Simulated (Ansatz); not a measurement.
Al2W:
```cif
data_Al16W8
_chemical_formula_sum 'Al16 W8'
_space_group_name_H-M_alt 'Fddd :1'
_space_group_IT_number 70
_space_group_name_Hall 'F 2 2 -1d'
_cell_length_a 4.92867
_cell_length_b 8.28833
_cell_length_c 8.90105
_cell_angle_alpha 90.000
_cell_angle_beta 90.000
_cell_angle_gamma 90.000
loop_
_atom_site_label
_atom_site_type_symbol
_atom_site_symmetry_multiplicity
_atom_site_Wyckoff_symbol
_atom_site_fract_x
_atom_site_fract_y
_atom_site_fract_z
_atom_site_occupancy
Al1 Al 16 f 0.00000 0.16676 0.00000 1
W1 W 8 b 0.50000 0.50000 0.50000 1
```
(The calculation used a cell of 6 atoms; values per cell refer to that cell.)

Relaxed at zero pressure with r²SCAN (plane waves, PAW; program Ansatz).

Problem. The volume is raised by 6 % and shape and atoms relax at that volume. What pressure results, and how do the axes share the change?

Solution. -8.8 GPa; a 2.0 %, b 2.3 %, c 1.6 %; the energy rises by 26 meV/atom.

Problem. Give the new structure.

Solution. 
Space group Fddd, origin choice 1 (No. 70); a = 5.028 Å, b = 8.478 Å, c = 9.041 Å, α = 90.00°, β = 90.00°, γ = 90.00°

```csv
atom,site,symmetry,x,y,z
Al,16f,.2.,0.0000,0.1678,0.0000
W,8b,222,0.5000,0.5000,0.5000
```

The phase is kept; no other phase was compared at this pressure.

The start of the workflow was typed in or built on a structure type; neither database checked (COD, Materials Project) lists it. Whether it is the stable phase at ambient conditions was not checked. Symmetry was held in the r²SCAN relaxation; its stability against distortions is not shown here. No spin polarisation was allowed. Axis ratios of metals converge slowly with the k-mesh, so a and c are less sure than the volume. Scalar-relativistic: spin–orbit coupling is off unless named, which matters more the heavier the elements.

Potentials: the later of the program's two PAW sets.
